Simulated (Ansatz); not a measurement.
## TiO2: course of a relaxation

Level of theory: DFT r2SCAN, scalar-relativistic, plane waves, PAW (Ansatz 0.2.0). (500 eV cutoff, 6×4×6 k-mesh, Gaussian smearing of 0.02 eV, no spin polarisation)

What was changed: relaxed at 1 GPa.

Command:

```bash
ansatz run input.yaml --threads 2 --pin off --max-ram 5120MiB --backend cpu --events-out ev --progress --plain --runs-dir out
```

Input:

```yaml
crystal:
  lattice:
    - [4.5302327528, 0.0, 0.0]
    - [0.0, 5.4958847246, 0.0]
    - [0.0, 0.0, 4.8783083372]
  atoms:
    - { symbol: Ti, position: [0.5, 0.6756963506, 0.75] }
    - { symbol: Ti, position: [0.0, 0.8243036494, 0.25] }
    - { symbol: Ti, position: [0.5, 0.3243036494, 0.25] }
    - { symbol: Ti, position: [0.0, 0.1756963506, 0.75] }
    - { symbol: O, position: [0.7288992873, 0.618227847, 0.0808569857] }
    - { symbol: O, position: [0.2288992873, 0.881772153, 0.9191430143] }
    - { symbol: O, position: [0.7711007127, 0.881772153, 0.5808569857] }
    - { symbol: O, position: [0.2711007127, 0.618227847, 0.4191430143] }
    - { symbol: O, position: [0.7288992873, 0.381772153, 0.5808569857] }
    - { symbol: O, position: [0.2288992873, 0.118227847, 0.4191430143] }
    - { symbol: O, position: [0.7711007127, 0.118227847, 0.0808569857] }
    - { symbol: O, position: [0.2711007127, 0.381772153, 0.9191430143] }
basis:
  ecutwfc: 500
kpoints:
  mp_grid: { grid: [6, 4, 6] }
hamiltonian:
  xc: r2scan
scf:
  occupations: { method: gaussian, width: 0.02 }
output:
  forces: true
  stress: true
  eigenvalues: true
  write_density: true
  write_potential: true
  elf: true
  volumetric_format: npy
relax:
  adjacent_minimum: "off"
  f_tol: 0.008
  max_steps: 50
  cell: { stress_tol: 0.08, p_target: 1.0 }
```

F is the free energy. Steps run on the plane waves of an earlier cell, but the last one, and at times one on the way, on a freshly chosen basis, so a repeated geometry can differ a little in energy. The relaxation lowers the enthalpy F + PV at the target pressure, so F itself can rise.

Steps:

```tsv
step	F − F(1) (eV)	largest force component (eV/Å)	V (Å³/atom)	P (GPa)
1	0.0000	0.044	10.122	2.53
2	-0.0061	0.020	10.164	1.39
3	-0.0073	0.009	10.178	1.00
4	-0.0072	0.004	10.176	1.00
5	-0.0077	0.004	10.176	1.00
```

Relaxed structure:

```xyz
12
Lattice="4.5388 0.0000 0.0000 0.0000 5.5036 0.0000 0.0000 0.0000 4.8883" Properties=species:S:1:pos:R:3 pbc="T T T"
Ti    2.2694    3.7183    3.6663
Ti    0.0000    4.5372    1.2221
Ti    2.2694    1.7854    1.2221
Ti    0.0000    0.9664    3.6663
O     3.3093    3.4002    0.3948
O     1.0399    4.8553    4.4936
O     3.4989    4.8553    2.8389
O     1.2295    3.4002    2.0494
O     3.3093    2.1035    2.8389
O     1.0399    0.6483    2.0494
O     3.4989    0.6483    0.3948
O     1.2295    2.1035    4.4936
```

Symmetry: Pbcn, No. 60, orthorhombic system. The conventional cell has a = 4.539 Å, b = 5.504 Å, c = 4.888 Å, α = 90.00°, β = 90.00°, γ = 90.00°. Ti (site symmetry 2) is surrounded by 6 O at 1.87 to 2.09 Å. Around O (site symmetry 1) lie 3 Ti at 1.87 to 2.09 Å.

The run converged. The run took 45 s on 2 threads of AMD EPYC 9R45 96-Core Processor (Zen 5), on a shared host, peak memory 0.91 GiB.